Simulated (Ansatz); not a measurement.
Se (trigonal Se type, P3_121) at seven volumes, r²SCAN (plane waves, PAW; program Ansatz), shape and atoms relaxed at each. One row is withheld.

```json
[
 {"V (Å³/atom)": "26.619", "P (GPa)": "1.20"},
 {"V (Å³/atom)": "27.497", "P (GPa)": "0.69"},
 {"V (Å³/atom)": "28.374", "P (GPa)": "0.30"},
 {"V (Å³/atom)": "29.252", "P (GPa)": "0.00"},
 {"V (Å³/atom)": "30.129", "P (GPa)": "-0.23"},
 {"V (Å³/atom)": "31.007", "P (GPa)": "-0.40"},
 {"V (Å³/atom)": "31.884", "P (GPa)": "?"}
]
```

Problem. Fit the shown pressures and predict the withheld one.

Solution. P = (3/2)B₀(x^(7/2) − x^(5/2))[1 + (3/4)(B′ − 4)(x − 1)] with x = (V₀/V)^(2/3). Least squares on the six rows gives V₀ = 29.247 Å³/atom, B₀ = 8.7 GPa, B′ = 8.24. At V = 31.884, x = 0.9441 and P = -0.52 GPa. The run itself gave -0.50 GPa.

The cell was relaxed with r²SCAN under the symmetry of its start. A crystal of weakly bound chains computed without a dispersion correction: the cell and the soft elastic constants depend strongly on that.

Potentials: the later of the program's two PAW sets.
